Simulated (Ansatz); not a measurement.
YSi$_{2}$ in space group P6/mmm (No. 191; Y on 1a, Si on 2d) under volume change, plane-wave PAW r²SCAN (Ansatz code), shape and atoms relaxed at each volume.

```json
[
 {"V (Å³/atom)": "17.411", "E − E(relaxed) (meV/atom)": "49.9", "P (GPa)": "10.04"},
 {"V (Å³/atom)": "17.985", "E − E(relaxed) (meV/atom)": "21.1", "P (GPa)": "6.16"},
 {"V (Å³/atom)": "18.559", "E − E(relaxed) (meV/atom)": "5.0", "P (GPa)": "2.87"},
 {"V (Å³/atom)": "19.133", "E − E(relaxed) (meV/atom)": "0.0", "P (GPa)": "-0.01"},
 {"V (Å³/atom)": "19.707", "E − E(relaxed) (meV/atom)": "4.6", "P (GPa)": "-2.52"},
 {"V (Å³/atom)": "20.281", "E − E(relaxed) (meV/atom)": "17.6", "P (GPa)": "-4.67"},
 {"V (Å³/atom)": "20.855", "E − E(relaxed) (meV/atom)": "37.6", "P (GPa)": "-6.45"}
]
```

### Question
What does a third-order Birch–Murnaghan fit give for V₀, B₀ and B′?

### Answer
V₀ = 19.13 Å³/atom, B₀ = 88.8 GPa, B′ = 3.9.

Its axis ratio c/a = 0.98 departs by over 6 % from that of the usual cell of this phase: another minimum, or an error of the functional. The r²SCAN relaxation kept the symmetry of its start; its stability against distortions is not shown here. No spin polarisation was allowed.

Potentials: the later of the program's two PAW sets.
